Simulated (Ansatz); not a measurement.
The start is a generated cell, C built in the AFLOW prototype A_oF8_70_a. The cell and all atomic positions are relaxed at zero pressure with r2SCAN (plane waves to 500 eV, PAW, scalar-relativistic; Ansatz, an electronic-structure program). The first steps use a coarse 12×12×12 k-mesh.

The start:
```yaml
crystal:
  lattice:
    - [0.00000, 1.96323, 3.45868]
    - [1.07508, 0.00000, 3.45868]
    - [1.07508, 1.96323, 0.00000]
  atoms:
    - { symbol: C, position: [0.25000, 0.25000, 0.25000] }
    - { symbol: C, position: [0.00000, 0.00000, 0.00000] }
```

Task: How large is the pressure on the unrelaxed cell, and of which sign?

Result: -4.8 GPa (negative: the cell is under tension).

Task: What symmetry does the relaxed structure have?

Result: The space group goes from Fddd (No. 70) to Fd-3m (No. 227); the end is diamond type, with 2 atoms in the primitive cell.

Task: How much energy is released per atom?

Result: 4.55 eV/atom.

Task: How does the volume per atom move from start to end?

Result: -22.7 %, from 7.30 to 5.64 Å³/atom.

Task: What does it relax into? Give the structure.

Result: 
Space group Fd-3m, origin choice 1 (No. 227); a = 3.5603 Å, b = 3.5603 Å, c = 3.5603 Å, α = 90.00°, β = 90.00°, γ = 90.00°

| atom | site | symmetry | x | y | z |
|---|---|---|---|---|---|
| C | 8a | -43m | 0.0000 | 0.0000 | 0.0000 |
(The calculation used a cell of 2 atoms; values per cell refer to that cell.)

Final values are on a 16×16×16 k-mesh of the relaxed cell. No spin polarisation in the result.

The run could not lose the symmetry of its start; a randomly shaken copy of 4 atoms returns to this structure.

All atoms sit on sites fixed by symmetry, so only the cell could relax.
